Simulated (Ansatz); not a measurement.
C:
```
CELL_PARAMETERS angstrom
      2.50983     0.00000     0.00000
     -1.25491     2.17357     0.00000
      0.00000     0.00000     8.28029
ATOMIC_POSITIONS crystal
  C  0.00000 0.00000 0.59294
  C  0.00000 0.00000 0.40706
  C  0.00000 0.00000 0.09294
  C  0.00000 0.00000 0.90706
  C  0.33333 0.66667 0.34450
  C  0.66667 0.33333 0.65550
  C  0.66667 0.33333 0.84450
  C  0.33333 0.66667 0.15550
```

Relaxed with r²SCAN.

Q: Give the optical modes at the zone centre with their infrared and Raman activity from DFPT, r²SCAN in the plane-wave PAW code Ansatz.

A: Transverse frequencies, without the LO–TO term; a row sums one degenerate level.

| ω (cm⁻¹) | degeneracy | IR ((D/Å)²/amu) | Raman (Å⁴/amu) | activity | symmetry |
|---|---|---|---|---|---|
| 400 | 2 | 0.00 | 0 | silent | E2u |
| 419 | 2 | 0.00 | 0 | silent | E2g |
| 550 | 2 | 0.00 | 0.072 | Raman | E1g |
| 704 | 1 | 0.00 | 0 | silent | B1g |
| 713 | 1 | 0.00 | 0 | silent | B2u |
| 1056 | 1 | 0.00 | 14 | Raman | A1g |
| 1216 | 2 | 0.01 | 0 | IR | E1u |
| 1257 | 2 | 0.00 | 240 | Raman | E2g |
| 1270 | 2 | 0.00 | 0 | silent | E2u |
| 1278 | 1 | 0.00 | 0 | silent | A2u |
| 1310 | 1 | 0.00 | 0 | silent | B2u |
| 1312 | 1 | 0.00 | 300 | Raman | A1g |
| 1324 | 2 | 0.00 | 140 | Raman | E1g |
| 1336 | 1 | 0.00 | 0 | silent | B1g |

Space group P6_3/mmc. The first step of the workflow began from a Materials Project structure, measured or hypothetical. Its sites differ from those of the usual phase in this space group: another stacking or structure type. The cell was relaxed with r²SCAN under the symmetry of its start; phonons on a q-mesh show no instability.

Potentials: the earlier of the program's two PAW sets.
